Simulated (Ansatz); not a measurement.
CoSi2 (fluorite type), DFT, LDA, all-electron LAPW, scalar-relativistic (Ansatz 0.2.0), on 1 thread of Arm Neoverse V2 (shared host).

Command: `ansatz run input.yaml --threads 1 --pin off --max-ram 3072MiB --backend cpu --events-out ev --progress --plain --runs-dir out`

```yaml
crystal:
  lattice:
    - [0.0, 2.5272363715, 2.5272363715]
    - [2.5272363715, 0.0, 2.5272363715]
    - [2.5272363715, 2.5272363715, 0.0]
  atoms:
    - { symbol: Co, position: [0.0, 0.0, 0.0] }
    - { symbol: Si, position: [0.25, 0.25, 0.25] }
    - { symbol: Si, position: [0.75, 0.75, 0.75] }
kpoints:
  mp_grid: { grid: [10, 10, 10] }
scf:
  occupations: { method: fermi_dirac, width: 0.1 }
hamiltonian:
  xc: lda
  pseudopotentials: { kind: all_electron, lapw: { basis_error: 0.001 } }
output:
  forces: true
  stress: true
  eigenvalues: true
  populations: true
```

How large is the problem that the program sets up?

47 irreducible k-points, 459 plane waves at Γ, 25 bands.

About how long does it take?

17 s of wall time for 11 SCF iterations. Times on shared machines scatter by tens of per cent.
